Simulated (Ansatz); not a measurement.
The relaxed structure here is a generated cell of MgF2: the first start was made by a random draw of sites in a space group, and the end was not matched to a known phase here, so it may be hypothetical. Known forms of MgF2 include space group No. 136.

A relaxed cell of MgF2 (P6/mmm (No. 191)), relaxed on a k-mesh at least as fine as the one used below. Calculation: PBEsol (plane waves to 420 eV, PAW, scalar-relativistic; Ansatz, an electronic-structure program). Γ-centred k-mesh 4×4×8 on the run's cell (coarser than for final values), Fermi–Dirac smearing 0.05 eV.

```
CELL_PARAMETERS angstrom
      6.44218     0.00000     0.00000
     -3.22109     5.57909     0.00000
      0.00000     0.00000     3.05544
ATOMIC_POSITIONS crystal
  F  0.33259 0.00000 0.00000
  F  0.00000 0.33259 0.00000
  F  0.66741 0.66741 0.00000
  F  0.66741 0.00000 0.00000
  F  0.00000 0.66741 0.00000
  F  0.33259 0.33259 0.00000
  Mg 0.00000 0.00000 0.50000
  Mg 0.33333 0.66667 0.00000
  Mg 0.66667 0.33333 0.00000
```

Every atom was then displaced, and the forces became (eV/Å):

| atom | Fx | Fy | Fz |
|---|---|---|---|
| F1 | 0.84 | 2.23 | -0.84 |
| F2 | -1.53 | -0.97 | -0.28 |
| F3 | 2.57 | -2.15 | -0.31 |
| F4 | -1.12 | 3.42 | 0.28 |
| F5 | -1.20 | -1.83 | 0.95 |
| F6 | 0.92 | -0.72 | 0.05 |
| Mg7 | 0.19 | -0.51 | -0.19 |
| Mg8 | -0.29 | 0.44 | 0.17 |
| Mg9 | -0.37 | 0.09 | 0.17 |

Question: Which atom was moved farthest relative to the others, and in which direction?

Answer: F5, by (0.07, 0.11, 0.19) Å (0.23 Å, mean shift removed); the next is F4 with 0.16 Å. Its force makes an angle of 101° with its move.

All displacements (Å):

```csv
atom,ux,uy,uz
F1,-0.024,-0.010,-0.110
F2,0.033,0.033,-0.035
F3,-0.025,0.083,-0.031
F4,0.021,-0.144,0.001
F5,0.086,0.117,0.147
F6,-0.029,0.093,-0.043
Mg7,-0.052,0.016,-0.080
Mg8,0.046,-0.052,-0.111
Mg9,0.065,-0.054,-0.086
```

Question: Estimate the energy cost of the displacement in the harmonic approximation and compare with the calculation.

Answer: For a harmonic well ΔE = −½ Σ F·u = 0.574 eV a cell, or 64 meV/atom. The calculated energy relative to the undisplaced cell is +61 meV/atom, so the harmonic estimate holds well.

The undisplaced cell is probably no minimum: from this displacement the run went on to P-31m (No. 162), 1.141 eV/atom below it.

No spin polarisation in the result.
